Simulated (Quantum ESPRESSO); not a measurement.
# Ir4ZnGa2Al: one run as intended and one with a planted mistake

A calculation, not a measurement. The program is pw.x of Quantum ESPRESSO 7.5 (plane-wave density functional theory). The cell is made up: eight metal atoms on a face-centred cubic lattice, with elements, volume, strain and displacements drawn at random and not relaxed, so it may be unstable or far from any real phase. PseudoDojo standard norm-conserving files set the functional (PBE unless stated); there is no spin polarisation or spin-orbit coupling, the Fermi-Dirac width of 0.25 eV means electrons at about 2900 K, and the masses in the input are unused placeholders. Heavy elements are run without spin-orbit coupling, which real alloys of them have. A spin test at this wide smearing found no moment, but such smearing suppresses magnetism that the real alloy may have.

Intended input:

```
&control calculation='scf', pseudo_dir='./dojo.nc.sr.pbe.v0_5.standard.upf', outdir='./o', disk_io='minimal', tprnfor=.true., tstress=.true. /
&system ibrav=0, nat=8, ntyp=4, nbnd=72, ecutwfc=84.00895049, nosym=.true., tot_charge=0,
 occupations='smearing', smearing='fd', degauss=0.0183746611
/
&electrons conv_thr=1.470e-08, electron_maxstep=70, mixing_beta=0.5 /
ATOMIC_SPECIES
Al 1.0 Al.upf
Ga 1.0 Ga.upf
Ir 1.0 Ir.upf
Zn 1.0 Zn.upf
CELL_PARAMETERS angstrom
0.0318 0.0067 -3.8658
3.849 0.0583 -0.0318
-0.1166 -7.6952 0.0135
ATOMIC_POSITIONS angstrom
Ir -0.1113 0.0498 -0.0243
Ir -0.0275 -3.8131 0.0622
Ir 1.9287 -1.8793 -0.0445
Zn 1.8058 -5.7602 -0.0239
Ga -0.0968 -1.8819 -1.8768
Al -0.0791 -5.6776 -1.8297
Ga 2.027 -0.0252 -1.9394
Ir 1.9175 -3.8498 -1.8665
K_POINTS automatic
6 6 3 1 1 1
```

The log is shortened where brackets say so; the opening notice, blank lines, dates and the lines on written files are dropped, and the path of the files is cut. It prints rydbergs, bohrs and kilobars, and counts compression as positive stress. Its total energy is the free energy E - TS of the whole cell.

Log of the intended run:

```
     Program PWSCF v.7.5
     Parallel version (MPI & OpenMP), running on       4 processor cores
     Number of MPI processes:                 4
     Threads/MPI process:                     1
     [start-up lines left out]
     bravais-lattice index     =            0
     lattice parameter (alat)  =       7.3056  a.u.
     unit-cell volume          =     772.4555 (a.u.)^3
     number of atoms/cell      =            8
     number of atomic types    =            4
     number of electrons       =       117.00
     number of Kohn-Sham states=           72
     kinetic-energy cutoff     =      84.0090  Ry
     charge density cutoff     =     336.0358  Ry
     scf convergence threshold =      1.5E-08
     mixing beta               =       0.5000
     number of iterations used =            8  plain     mixing
     Exchange-correlation= PBE
                           (   1   4   3   4   0   0   0)
     [axes and pseudopotential details left out]
   Cartesian axes
     site n.     atom                  positions (alat units)
         1        Ir     tau(   1) = (  -0.0287899   0.0128817  -0.0062857  )
         2        Ir     tau(   2) = (  -0.0071134  -0.9863328   0.0160892  )
         3        Ir     tau(   3) = (   0.4988959  -0.4861176  -0.0115108  )
         4        Zn     tau(   4) = (   0.4671054  -1.4899882  -0.0061822  )
         5        Ga     tau(   5) = (  -0.0250392  -0.4867902  -0.4854710  )
         6        Al     tau(   6) = (  -0.0204608  -1.4686221  -0.4732876  )
         7        Ga     tau(   7) = (   0.5243231  -0.0065185  -0.5016637  )
         8        Ir     tau(   8) = (   0.4959988  -0.9958260  -0.4828067  )
     number of k points=    54  Fermi-Dirac smearing, width (Ry)=  0.0184
                       cart. coord. in units 2pi/alat
        k(    1) = (   0.0843058  -0.0851531  -0.0827904), wk =   0.0370370
        k(    2) = (   0.0792361   0.2498465  -0.0822515), wk =   0.0370370
     [further k points left out]
     Dense  grid:    80379 G-vectors     FFT dimensions: (  45,  45,  90)
     Estimated max dynamical RAM per process >     308.90 MB
     Estimated total dynamical RAM >       1.15 GB
     Initial potential from superposition of free atoms
     starting charge     116.9914, renormalised to     117.0000
     Starting wfcs are   72 randomized atomic wfcs
     total cpu time spent up to now is        4.3 secs
     per-process dynamical memory:   245.7 Mb
     Self-consistent Calculation
     iteration #  1     ecut=    84.01 Ry     beta= 0.50
     Davidson diagonalization with overlap
     ethr =  1.00E-02,  avg # of iterations =  5.6
     Threshold (ethr) on eigenvalues was too large:
     Diagonalizing with lowered threshold
     Davidson diagonalization with overlap
     ethr =  4.24E-04,  avg # of iterations =  2.0
     total cpu time spent up to now is       25.8 secs
     total energy              =   -1649.81451138 Ry
     estimated scf accuracy    <       0.49283132 Ry
     iteration #  2     ecut=    84.01 Ry     beta= 0.50
     Davidson diagonalization with overlap
     ethr =  4.21E-04,  avg # of iterations =  4.7
     total cpu time spent up to now is       37.5 secs
     total energy              =   -1649.73477926 Ry
     estimated scf accuracy    <       1.91453458 Ry
     [iterations 3 to 12 left out]
     iteration # 13     ecut=    84.01 Ry     beta= 0.50
     Davidson diagonalization with overlap
     ethr =  3.84E-11,  avg # of iterations =  2.2
     total cpu time spent up to now is      139.1 secs
     total energy              =   -1650.02838906 Ry
     estimated scf accuracy    <       0.00000031 Ry
     iteration # 14     ecut=    84.01 Ry     beta= 0.50
     Davidson diagonalization with overlap
     ethr =  3.84E-11,  avg # of iterations =  2.0
     total cpu time spent up to now is      148.0 secs
     End of self-consistent calculation
     [lines on levels left out]
!    total energy              =   -1650.02838909 Ry
     estimated scf accuracy    <          2.4E-09 Ry
     smearing contrib. (-TS)   =      -0.07099331 Ry
     internal energy E=F+TS    =   -1649.95739577 Ry
     The total energy is F=E-TS. E is the sum of the following terms:
     one-electron contribution =    -593.99321211 Ry
     hartree contribution      =     379.06002113 Ry
     xc contribution           =    -306.24382596 Ry
     ewald contribution        =   -1128.78037884 Ry
     convergence has been achieved in  14 iterations
     Forces acting on atoms (cartesian axes, Ry/au):
     atom    1 type  3   force =     0.05264042    0.04466785    0.01436084
     atom    2 type  3   force =     0.01127884   -0.02026382    0.01554632
     atom    3 type  3   force =    -0.03756606   -0.01843513    0.02147331
     atom    4 type  4   force =    -0.00286544    0.02287292    0.02184981
     atom    5 type  2   force =     0.04176177   -0.04684750   -0.01173083
     atom    6 type  1   force =     0.00365883    0.02167849   -0.02062608
     atom    7 type  2   force =    -0.05034326    0.01442588   -0.01395458
     atom    8 type  3   force =    -0.01856510   -0.01809869   -0.02691880
     Total force =     0.135249     Total SCF correction =     0.000267
     Computing stress (Cartesian axis) and pressure
          total   stress  (Ry/bohr**3)                   (kbar)     P=       50.16
   0.00063075  -0.00021073   0.00011301           92.79      -31.00       16.62
  -0.00021073   0.00029847   0.00005701          -31.00       43.91        8.39
   0.00011301   0.00005701   0.00009375           16.62        8.39       13.79
     init_run     :      4.04s CPU      4.18s WALL (       1 calls)
     electrons    :    140.98s CPU    143.70s WALL (       1 calls)
     forces       :      1.67s CPU      1.69s WALL (       1 calls)
     stress       :      5.74s CPU      5.75s WALL (       1 calls)
     [timing details left out]
     PWSCF        :   2m32.60s CPU   2m35.51s WALL
     JOB DONE.
```

A second run has one planted mistake: the files are those of another functional. The input lines that differ:

```
- &control calculation='scf', pseudo_dir='./dojo.nc.sr.pbe.v0_5.standard.upf', outdir='./o', disk_io='minimal', tprnfor=.true., tstress=.true. /
+ &control calculation='scf', pseudo_dir='./dojo.nc.sr.lda.v0_4_1.standard.upf', outdir='./o', disk_io='minimal', tprnfor=.true., tstress=.true. /
```

Its log:

```
     Program PWSCF v.7.5
     Parallel version (MPI & OpenMP), running on       4 processor cores
     Number of MPI processes:                 4
     Threads/MPI process:                     1
     [start-up lines left out]
     bravais-lattice index     =            0
     lattice parameter (alat)  =       7.3056  a.u.
     unit-cell volume          =     772.4555 (a.u.)^3
     number of atoms/cell      =            8
     number of atomic types    =            4
     number of electrons       =       117.00
     number of Kohn-Sham states=           72
     kinetic-energy cutoff     =      84.0090  Ry
     charge density cutoff     =     336.0358  Ry
     scf convergence threshold =      1.5E-08
     mixing beta               =       0.5000
     number of iterations used =            8  plain     mixing
     Exchange-correlation= SLA  PW   NOGX NOGC
                           (   1   4   0   0   0   0   0)
     [axes and pseudopotential details left out]
   Cartesian axes
     site n.     atom                  positions (alat units)
         1        Ir     tau(   1) = (  -0.0287899   0.0128817  -0.0062857  )
         2        Ir     tau(   2) = (  -0.0071134  -0.9863328   0.0160892  )
         3        Ir     tau(   3) = (   0.4988959  -0.4861176  -0.0115108  )
         4        Zn     tau(   4) = (   0.4671054  -1.4899882  -0.0061822  )
         5        Ga     tau(   5) = (  -0.0250392  -0.4867902  -0.4854710  )
         6        Al     tau(   6) = (  -0.0204608  -1.4686221  -0.4732876  )
         7        Ga     tau(   7) = (   0.5243231  -0.0065185  -0.5016637  )
         8        Ir     tau(   8) = (   0.4959988  -0.9958260  -0.4828067  )
     number of k points=    54  Fermi-Dirac smearing, width (Ry)=  0.0184
                       cart. coord. in units 2pi/alat
        k(    1) = (   0.0843058  -0.0851531  -0.0827904), wk =   0.0370370
        k(    2) = (   0.0792361   0.2498465  -0.0822515), wk =   0.0370370
     [further k points left out]
     Dense  grid:    80379 G-vectors     FFT dimensions: (  45,  45,  90)
     Estimated max dynamical RAM per process >     308.90 MB
     Estimated total dynamical RAM >       1.15 GB
     Initial potential from superposition of free atoms
     starting charge     116.9931, renormalised to     117.0000
     Starting wfcs are   72 randomized atomic wfcs
     total cpu time spent up to now is        4.4 secs
     per-process dynamical memory:   239.4 Mb
     Self-consistent Calculation
     iteration #  1     ecut=    84.01 Ry     beta= 0.50
     Davidson diagonalization with overlap
     ethr =  1.00E-02,  avg # of iterations =  5.6
     Threshold (ethr) on eigenvalues was too large:
     Diagonalizing with lowered threshold
     Davidson diagonalization with overlap
     ethr =  4.19E-04,  avg # of iterations =  1.9
     total cpu time spent up to now is       26.5 secs
     total energy              =   -1647.65914509 Ry
     estimated scf accuracy    <       0.48763448 Ry
     iteration #  2     ecut=    84.01 Ry     beta= 0.50
     Davidson diagonalization with overlap
     ethr =  4.17E-04,  avg # of iterations =  3.3
     total cpu time spent up to now is       38.2 secs
     total energy              =   -1647.57683657 Ry
     estimated scf accuracy    <       1.86038294 Ry
     [iterations 3 to 12 left out]
     iteration # 13     ecut=    84.01 Ry     beta= 0.50
     Davidson diagonalization with overlap
     ethr =  4.27E-11,  avg # of iterations =  2.1
     total cpu time spent up to now is      145.0 secs
     total energy              =   -1647.86667437 Ry
     estimated scf accuracy    <       0.00000012 Ry
     iteration # 14     ecut=    84.01 Ry     beta= 0.50
     Davidson diagonalization with overlap
     ethr =  4.27E-11,  avg # of iterations =  2.0
     total cpu time spent up to now is      154.5 secs
     End of self-consistent calculation
     [lines on levels left out]
!    total energy              =   -1647.86667438 Ry
     estimated scf accuracy    <          1.8E-09 Ry
     smearing contrib. (-TS)   =      -0.07172394 Ry
     internal energy E=F+TS    =   -1647.79495044 Ry
     The total energy is F=E-TS. E is the sum of the following terms:
     one-electron contribution =    -598.73023614 Ry
     hartree contribution      =     379.33582353 Ry
     xc contribution           =    -299.62015899 Ry
     ewald contribution        =   -1128.78037884 Ry
     convergence has been achieved in  14 iterations
     Forces acting on atoms (cartesian axes, Ry/au):
     atom    1 type  3   force =     0.04274337    0.03810966    0.01055201
     atom    2 type  3   force =     0.01132613   -0.01288415    0.01417319
     atom    3 type  3   force =    -0.03145449   -0.02119464    0.01709747
     atom    4 type  4   force =    -0.00206735    0.02481288    0.01883490
     atom    5 type  2   force =     0.03536504   -0.04702004   -0.00855087
     atom    6 type  1   force =     0.00246112    0.02639438   -0.01745519
     atom    7 type  2   force =    -0.04182097    0.00590156   -0.01160997
     atom    8 type  3   force =    -0.01655286   -0.01411966   -0.02304154
     Total force =     0.118560     Total SCF correction =     0.000271
     Computing stress (Cartesian axis) and pressure
          total   stress  (Ry/bohr**3)                   (kbar)     P=      -77.11
  -0.00025309  -0.00018276   0.00009812          -37.23      -26.89       14.43
  -0.00018276  -0.00055621   0.00005292          -26.89      -81.82        7.79
   0.00009812   0.00005292  -0.00076332           14.43        7.79     -112.29
     init_run     :      4.17s CPU      4.35s WALL (       1 calls)
     electrons    :    147.14s CPU    150.06s WALL (       1 calls)
     forces       :      1.78s CPU      1.78s WALL (       1 calls)
     stress       :      6.15s CPU      6.16s WALL (       1 calls)
     [timing details left out]
     PWSCF        :   2m39.34s CPU   2m42.47s WALL
     JOB DONE.
```

```
                                            intended run  run with the mistake
                          free energy (eV)    -22449.780            -22420.368
         entropy term -TS, part of it (eV)        -0.966                -0.976
                            pressure (GPa)          5.02                 -7.71
size of the largest force component (eV/Å)         1.353                 1.209
largest change of a force component (eV/Å)                               0.254
                                iterations            14                    14
```

For scale, a rerun of the intended cell at a higher cutoff and on a denser mesh moved values by no more than 0.007 eV in energy, 0.10 GPa in stress and 0.013 eV/Å in force, and a second program with other atomic files agreed on that cell to 2 % rms in force and 0.5 GPa in pressure. Files of another functional or element have another zero of energy, so the energy change says nothing on stability.